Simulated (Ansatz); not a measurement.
AlN:
```xyz
4
Lattice="3.0886 0.0000 0.0000 -1.5443 2.6748 0.0000 0.0000 0.0000 4.9432" Properties=species:S:1:pos:R:3 pbc="T T T"
Al     1.5443     0.8916     2.4667
Al     0.0000     1.7832     4.9383
N      1.5443     0.8916     4.3549
N      0.0000     1.7832     1.8833
```

Cartesian axes are those of the cell as given.

Give the proper piezoelectric stress tensor with relaxed ions from DFT-LDA in the program Ansatz with PAW potentials.

In C/m², rows x, y, z, Voigt columns; mesh uncertainty up to 0.01.
```
 0.00   0.00   0.00   0.00  -0.36   0.00
 0.00   0.00   0.00  -0.36   0.00   0.00
-0.67  -0.67   1.67   0.00   0.00   0.00
```

The elastic tensor of the same run (GPa):

```tsv
	1	2	3	4	5	6
1	396	144	112	0.0	0.0	0.0
2	144	396	112	0.0	0.0	0.0
3	112	112	370	0.0	0.0	0.0
4	0.0	0.0	0.0	116	0.0	0.0
5	0.0	0.0	0.0	0.0	116	0.0
6	0.0	0.0	0.0	0.0	0.0	126
```

Convert to strain constants d = e·S.

In pC/N:
```
 0.0   0.0   0.0   0.0  -3.2   0.0
 0.0   0.0   0.0  -3.2   0.0   0.0
-2.5  -2.5   6.0   0.0   0.0   0.0
```

Space group P6_3mc (wurtzite). Symmetry was held in the LDA relaxation; phonons on a q-mesh show no instability.

Potentials: the earlier of the program's two PAW sets.
